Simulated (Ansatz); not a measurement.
AlTi3C2O2 in space group P6_3/mmc (No. 194; Pearson symbol hP16), r²SCAN+D4 in the plane-wave PAW code Ansatz, all energies at zero smearing, with the estimated change up to a 700 eV cutoff added, with one set of potentials and settings (totals compare only within such a set). Cell of 16 atoms (4 O, 6 Ti, 4 C, 2 Al): -19404.377 eV.

```
element                            reference phase  E (eV/atom)
-------  -----------------------------------------  -----------
O        C2/m, 4 atoms in the cell, spin-polarised    -566.0549
Ti                     P6/mmm, 3 atoms in the cell   -2504.4584
C                    P6_3/mmc, 4 atoms in the cell    -251.7456
Al                      Fm-3m, 1 atoms in the cell    -540.5314
```

Formation energy per atom, worked out: (-19404.377 − 4×(-566.0549) − 6×(-2504.4584) − 4×(-251.7456) − 2×(-540.5314))/16 = -1.585 eV/atom (-153 kJ per mol of atoms), at 0 K, without zero-point energy or fitted corrections.

A made-up cell: these elements were put on the sites of a structure type; neither database checked (COD, Materials Project) lists it. Its standing as an ambient phase is unchecked. The cell was relaxed with r²SCAN+D4 under the symmetry of its start; whether a distortion lowers the energy is not shown. The run is not spin-polarised. The references are the lowest solids computed at this level, not always the standard phases (solids in place of the gases).

Potentials: the later of the program's two PAW sets.
